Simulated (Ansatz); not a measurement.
Starting cell, HfN (rock salt):

```
HfN
1.0
    0.00000     4.54789     4.54789
    2.27394     2.27394     4.54789
    2.27394     2.27394     0.00000
N Hf
2 2
Direct
  0.00000   0.00000   0.00000
  0.50000   0.00000   0.00000
  0.00000   0.50000   0.50000
  0.50000   0.50000   0.50000
```

The atoms are displaced by Q × the pattern below (from a DFPT mode at X = (0.5, 0.5, 0.0), largest move 1; Q in Å), at fixed cell. It is one choice among 2 degenerate patterns. (q is in reciprocal vectors of the primitive cell; the cell shown is doubled to hold the pattern.)

| atom | x | y | z |
|---|---|---|---|
| N1 | 0.000 | -0.516 | 0.000 |
| N2 | 0.000 | 0.516 | 0.000 |
| Hf3 | 0.000 | 1.000 | 0.000 |
| Hf4 | 0.000 | -1.000 | 0.000 |

The numbers are results of PBE (plane waves to 420 eV, PAW, scalar-relativistic; Ansatz, an electronic-structure program), not measurements. k mesh 18×18×18 (Γ-centred), Fermi-Dirac smearing 0.05 eV. The energy includes the smearing's −TS. With partly filled bands, energies and forces of such displacements shift with the k mesh and the smearing. HfN is run without spin polarisation. HfN was relaxed with its symmetry unable to fall. Spin-orbit coupling is left out, though Hf is heavy. The zero of ΔE is the undisplaced structure. The last digit holds for this mesh only.

| Q (Å) | ΔE (meV/cell) |
|---|---|
| -0.2800 | 1085.1 |
| -0.2333 | 745.5 |
| -0.1867 | 474.2 |
| -0.1400 | withheld |
| -0.0933 | 117.8 |
| -0.0467 | 29.4 |
| 0.0000 | 0.0 |
| 0.0467 | 29.4 |
| 0.0933 | 117.8 |
| 0.1400 | withheld |
| 0.1867 | 474.2 |
| 0.2333 | 745.5 |
| 0.2800 | 1085.1 |

Task: Fit an even polynomial form (powers 2, 4, 6) to the given rows and predict ΔE at Q = -0.1400.

Result: Least squares on the 11 given rows: ΔE = (13510)·Q² + (1726)·Q⁴ + (32390)·Q⁶, in meV/cell with Q in Å; root-mean-square residual 0.17 meV/cell. At -0.1400 the fit gives 265.7 meV/cell; the calculation gives 265.7 meV/cell, the same to the digits shown. The quadratic term alone would give 264.8 meV/cell.

(For displaced atoms, the force is minus the slope of the energy, and its curvature is a force constant, which sets phonon frequencies.)
